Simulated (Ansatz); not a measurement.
Theory: DFT PBE, scalar-relativistic, plane waves, PAW (Ansatz 0.2.0). Settings: cutoff 420 eV, Γ-centred meshes spaced at most about 0.3 Å⁻¹ (2π included), Gaussian smearing. No spin polarisation in the final relaxations.

All energies are static (0 K, no zero-point motion).

Two relaxed structures of Ga₂B₃As₅:

1.

```cif
data_structure
_symmetry_space_group_name_H-M 'I-4m2'
_symmetry_Int_Tables_number 119
_cell_length_a 3.6252
_cell_length_b 3.6252
_cell_length_c 26.5168
_cell_angle_alpha 90.000
_cell_angle_beta 90.000
_cell_angle_gamma 90.000
_cell_volume 348.49
loop_
_atom_site_label
_atom_site_type_symbol
_atom_site_symmetry_multiplicity
_atom_site_Wyckoff_symbol
_atom_site_fract_x
_atom_site_fract_y
_atom_site_fract_z
_atom_site_occupancy
Ga1 Ga 4 e 0.50000 0.50000 0.19125 1
B1 B 4 e 0.50000 0.50000 0.41200 1
B2 B 2 b 0.50000 0.50000 0.00000 1
As1 As 2 d 0.50000 0.00000 0.25000 1
As2 As 4 f 0.00000 0.50000 0.36854 1
As3 As 4 f 0.50000 0.00000 0.45607 1
```

2.

```cif
data_structure
_symmetry_space_group_name_H-M 'I-4m2'
_symmetry_Int_Tables_number 119
_cell_length_a 3.6235
_cell_length_b 3.6235
_cell_length_c 26.5619
_cell_angle_alpha 90.000
_cell_angle_beta 90.000
_cell_angle_gamma 90.000
_cell_volume 348.75
loop_
_atom_site_label
_atom_site_type_symbol
_atom_site_symmetry_multiplicity
_atom_site_Wyckoff_symbol
_atom_site_fract_x
_atom_site_fract_y
_atom_site_fract_z
_atom_site_occupancy
Ga1 Ga 4 e 0.50000 0.50000 0.10311 1
B1 B 2 a 0.00000 0.00000 0.00000 1
B2 B 4 e 0.50000 0.50000 0.29397 1
As1 As 4 f 0.50000 0.00000 0.04360 1
As2 As 4 f 0.00000 0.50000 0.33740 1
As3 As 2 d 0.50000 0.00000 0.25000 1
```

Task: Which arrangement of the elements on these sites is preferred, and by what margin?

Result: Cell 1 is lower, by 12 meV/atom. The two share one framework of sites and differ in which element sits where. Cell 1 has Ga and B ordered on zinc blende sites, space group I-4m2 (No. 119), 17.4 Å³/atom and a gap of 0.27 eV on its mesh; cell 2 has Ga and B ordered on zinc blende sites, space group I-4m2 (No. 119), 17.4 Å³/atom and a gap of 0.43 eV. Counting As atoms around B and Ga (those within 1.25 times the shortest such distance or 1.15 times the sum of covalent radii, 1.27 where that leaves under three), cell 1 and cell 2 both have Ga 4, B 4. In cell 1, Ga is surrounded by 4 As at 2.39–2.41 Å; B on a site of symmetry 2mm is surrounded by 4 As at 2.15–2.16 Å; around As on a site of symmetry -4m2 lie 4 Ga at 2.39 Å; 3 more sites not described. In cell 2, Ga has 4 As at 2.40 Å; around B on a site of symmetry -4m2 lie 4 As at 2.15 Å; around As on a site of symmetry 2mm lie 2 B at 2.15 Å and 2 Ga at 2.40 Å; 3 more sites not described. Both come from invented guesses.

Kohn–Sham gaps at this level usually fall short of measured ones. Cells relaxed within their symmetry can be saddle points.
